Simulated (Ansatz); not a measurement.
Total density of states per atom from LDA in the plane-wave PAW code Ansatz, in 0.25 eV bins, energy from the valence-band maximum:

```
E (eV) | states/eV/atom
    -7.85 | ######## 0.16
    -7.60 | ######### 0.19
    -7.35 | ############ 0.24
    -7.10 | ################ 0.33
    -6.85 | ######################## 0.49
    -6.60 | ############################## 0.62
    -6.35 | ################### 0.39
    -6.10 | ############ 0.24
    -5.85 | ######### 0.18
    -5.60 | ########## 0.21
    -5.35 | ############ 0.26
    -5.10 | ############# 0.26
    -4.85 | ############# 0.27
    -4.60 | ############## 0.28
    -4.35 | ############### 0.30
    -4.10 | ############### 0.31
    -3.85 | ################ 0.33
    -3.60 | ################# 0.36
    -3.35 | #################### 0.41
    -3.10 | ####################### 0.47
    -2.85 | ###################### 0.46
    -2.60 | ###################### 0.46
    -2.35 | ###################### 0.45
    -2.10 | ###################### 0.47
    -1.85 | ###################### 0.46
    -1.60 | ####################### 0.47
    -1.35 | ####################### 0.47
    -1.10 | ######################## 0.49
    -0.85 | ######################## 0.50
    -0.60 | ######################### 0.52
    -0.35 | ########################### 0.56
    -0.10 | ########## 0.20
     0.15 |  0.00
     0.40 |  0.00
     0.65 |  0.00
     0.90 | # 0.01
     1.15 | # 0.02
     1.40 | # 0.03
     1.65 | ## 0.04
     1.90 | ## 0.04
     2.15 | ## 0.05
     2.40 | ### 0.06
     2.65 | ### 0.07
     2.90 | #### 0.08
     3.15 | ##### 0.09
     3.40 | ##### 0.11
     3.65 | ###### 0.13
     3.90 | ####### 0.14
     4.15 | ######## 0.16
     4.40 | ######### 0.19
     4.65 | ########### 0.22
     4.90 | ############## 0.28
     5.15 | ##################### 0.43
     5.40 | ######################## 0.49
```

Task: Which compound is it?
(A) MgO, P6_3/mmc (Mg on 2c, O on 2d)
(B) GaN, rock salt
(C) W, bcc (W type)
(D) Al, hcp (Mg type)

Result: B, GaN, rock salt. Top 1 eV of the valence band: N 2p 92 %. Bottom 1 eV of the conduction band: Ga 4s 78 %, N 2s 10 %, N 2p 7 %. Projections are on Löwdin-orthogonalised atomic valence shells; empty p or d shells of many metals are not among them.

Space group Fm-3m (rock salt). This is a known high-pressure phase of the composition, computed here at zero pressure and temperature. The cell was relaxed with LDA under the symmetry of its start; phonons on a q-mesh show no instability. Scalar-relativistic: spin–orbit coupling is off unless named, which matters more the heavier the elements.

Potentials: the earlier of the program's two PAW sets.
